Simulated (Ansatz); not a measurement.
NiSb:
```
CELL_PARAMETERS angstrom
      3.93007     0.00000     0.00000
     -1.96504     3.40354     0.00000
      0.00000     0.00000     5.12371
ATOMIC_POSITIONS crystal
  Ni 0.00000 0.00000 0.00000
  Ni 0.00000 0.00000 0.50000
  Sb 0.33333 0.66667 0.25000
  Sb 0.66667 0.33333 0.75000
```

Relaxed with r²SCAN. Special points in fractions of this cell's reciprocal vectors: Γ (0.000, 0.000, 0.000); M (0.500, 0.000, 0.000); K (0.333, 0.333, 0.000); A (0.000, 0.000, 0.500); L (0.500, 0.000, 0.500); H (0.333, 0.333, 0.500).

List the band energies nearest the Fermi level at these points for DFT-r²SCAN in the program Ansatz with PAW potentials.

In eV from the Fermi level; about four levels below and three above (degenerate sets whole), none deeper than 8.9 eV; points with the same levels are listed once.

```csv
k,below,above
Γ,-2.26 -2.26 -1.44 -1.44 -0.11,0.49 0.49 2.53 2.53
M,-1.71 -1.52 -1.44 -0.29,1.13 3.66 4.12
K,-1.49 -1.49 -0.69 -0.69,0.75 0.75 2.96
A,-2.28 -2.28 -2.28 -2.28,0.32 0.32 2.11 2.11 2.11 2.11
L,-2.09 -2.09 -2.09 -2.09 -1.98 -1.98,0.14 0.14 1.79 1.79
H,-1.46 -1.46 -1.44 -1.44,4.43 4.43 7.79 7.79
```

Space group P6_3/mmc (NiAs type). The cell was relaxed with r²SCAN under the symmetry of its start. The workflow began spin-polarised and lost its moments. Scalar-relativistic: spin–orbit coupling is off unless named, which matters more the heavier the elements.

Potentials: the later of the program's two PAW sets.
